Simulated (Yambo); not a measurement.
```
CELL_PARAMETERS angstrom
      0.00000     3.46944     3.46944
      3.46944     0.00000     3.46944
      3.46944     3.46944     0.00000
ATOMIC_POSITIONS crystal
  Te 0.50000 0.50000 0.50000
  Ba 0.00000 0.00000 0.00000
```

BaTe (rock salt, space group Fm-3m, No. 225): mean Im ε in 1 eV windows above the direct gap of 2.93 eV, for different electron-hole kernels (Yambo, broadening 0.15 eV, PBE (Quantum ESPRESSO, PseudoDojo norm-conserving, 82 Ry, no spin-orbit coupling) bands; 8×8×8 mesh, 3 valence and 7 conduction bands, static screening with 44 bands and a 4 Ry block, scissor 1.03 eV, Tamm-Dancoff; field along x).

```csv
window (eV),independent quasiparticles,RPA (no attraction),BSE
2.9 to 3.9,2.8,2.0,4.8
3.9 to 4.9,5.1,3.8,7.9
4.9 to 5.9,7.4,5.6,8.5
5.9 to 6.9,8.2,6.8,6.1
6.9 to 7.9,6.2,6.7,3.2
7.9 to 8.9,2.8,4.1,1.5
```

This run doesn't resolve bound excitons or single peaks, so only averages are given, and they too depend on the mesh; weight that the attraction moves below the gap isn't listed. All transitions below 9.26 eV are in the band window. The scissor comes from a G0W0 run whose convergence isn't established.

Without spin-orbit coupling, band edges of such heavy elements can be off by tenths of an eV.

Bands and orbitals come from the standard potentials; the scissor and the G0W0 gaps come from a run at the same geometry on the stringent ones, which hold whole semicore shells in the valence.

Geometry relaxed with PBEsol.
